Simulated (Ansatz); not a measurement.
# La, one cell by several methods

```
La
1.0
     3.72483    0.00000    0.00000
    -1.86242    3.22580    0.00000
     0.00000    0.00000    6.02926
La
2
Direct
  0.33333 0.66667 0.25000
  0.66667 0.33333 0.75000
```

Atoms are numbered in the order listed.

The conventional cell has a = 3.725 Å, b = 3.725 Å, c = 6.029 Å, α = 90.00°, β = 90.00°, γ = 120.00°. La (atom 1) has 12 La at 3.70 to 3.72 Å as nearest neighbours.

The geometry is COD entry 9008503, unchecked; take it as a test cell. It differs from other determinations. The listed cell was then made from it by scaling, straining or moving an atom.

No spin–orbit coupling, which matters for the heavy atoms here.

Levels of theory: DFT, LDA, PAW with Ansatz's default frozen-core files, scalar-relativistic (Ansatz 0.2.0); DFT, LDA, all-electron PAW with datasets made for the crystal, scalar-relativistic (Ansatz 0.2.0); DFT, LDA, all-electron LAPW, scalar-relativistic (Ansatz 0.2.0).

For PAW: a Γ-centred 11×11×6 k mesh, Fermi–Dirac smearing of 0.05 eV, cutoff 420 eV, no spin polarisation; the PAW files were made with PBE, and the program remakes their frozen cores for this functional. The crystal-made all-electron datasets (AE datasets) take a cutoff of 260 eV at this cell. LAPW targets a basis error of 0.25 meV/atom. The Ansatz runs share mesh, smearing and spin set-up. Plane-wave (PAW) pressures include the program's estimate of the Pulay term.

Stress and pressure are positive in compression.

The change that made this cell: volume scaled by 0.98.

No spin–orbit coupling: at heavy atoms the gradients can be off by tens of per cent for that reason.

In a metal, gradients converge slowly with the k mesh: the values move by tens of per cent from one mesh to another, at times in sign, so only the comparison on one mesh counts.

```json
{"quantity": "pressure (GPa)", "PAW": "-2.60", "AE datasets": "-2.56", "LAPW": "-2.56"}
{"quantity": "stress xx (GPa)", "PAW": "-2.58", "AE datasets": "-2.55", "LAPW": "-2.55"}
{"quantity": "stress zz (GPa)", "PAW": "-2.64", "AE datasets": "-2.60", "LAPW": "-2.60"}
{"quantity": "field gradient Vzz at La1 (10²¹ V/m²)", "PAW": "0.97", "AE datasets": "0.98", "LAPW": "–"}
```

PAW's pressure differs from the LAPW value by -0.03 GPa. Datasets made for the crystal and LAPW share parts of one code, so their agreement isn't an independent check.
